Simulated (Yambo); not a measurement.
Material: SiC (zinc blende, space group F-43m, No. 216); a = b = c = 3.059 Å, α = β = γ = 60.00° (2 atoms in the cell). Cell and atoms were relaxed with LDA from Materials Project entry mp-8062, within its symmetry.

With LDA (pw.x of Quantum ESPRESSO, ONCV potentials, no spin-orbit coupling), the gap between the mesh's edge points (Γ → X) is 1.310 eV.

Task: What does a G0W0 run in Yambo give for it (6×6×6 Γ-centred k mesh, 76 bands and a 14 Ry block in the screening, 76 bands in G with the Bruneval-Gonze terminator, plasmon pole fitted at 27.2 eV)?

Result: The correction is 0.946 eV, giving 2.256 eV, 1.7 times the LDA value.  Nearest settings tried, and what they do to the gap: 58 bands in W, 58 bands in G: -5 meV; 11 Ry block (89 vectors against 137): -48 meV; 8×8×8 mesh: +9 meV. So the settings aren't converged at that level.
